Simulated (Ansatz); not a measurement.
C:
```
CELL_PARAMETERS angstrom
      2.46488     0.00000     0.00000
     -1.23244     2.13465     0.00000
      0.00000     0.00000     6.75401
ATOMIC_POSITIONS crystal
  C  0.00000 0.00000 0.25000
  C  0.00000 0.00000 0.75000
  C  0.33333 0.66667 0.25000
  C  0.66667 0.33333 0.75000
```

Relaxed with PBE+D3(BJ). Special points in fractions of this cell's reciprocal vectors: Γ (0.000, 0.000, 0.000); M (0.500, 0.000, 0.000); K (0.333, 0.333, 0.000); A (0.000, 0.000, 0.500); L (0.500, 0.000, 0.500); H (0.333, 0.333, 0.500).

### Question
List the band energies nearest the Fermi level at these points for DFT-PBE+D3(BJ) in the program Ansatz with PAW potentials.

### Answer
In eV from the Fermi level; about four levels below and three above (degenerate sets whole), none deeper than 8.9 eV; … stands for higher levels left out; points with the same levels are listed once.

```tsv
k	below	above
Γ	-3.06 -3.06 -3.04 -3.04	4.19 8.31 8.31
M	-6.47 -6.42 -2.79 -2.13	1.47 2.13 7.18
K	-0.65 -0.06 -0.06	0.64 11.08 11.08
A	-3.05 -3.05 -3.05 -3.05	6.78 6.78 …
L	-6.44 -6.44 -2.40 -2.40	1.62 1.62 7.37 7.37
H	-0.05 -0.05 -0.03 -0.03	10.14 10.14 …
```

Space group P6_3/mmc (graphite). The PBE+D3(BJ) relaxation kept the symmetry of its start. The Fermi level of a semimetal is unsure by some 0.05 eV on such meshes.

Potentials: the earlier of the program's two PAW sets.
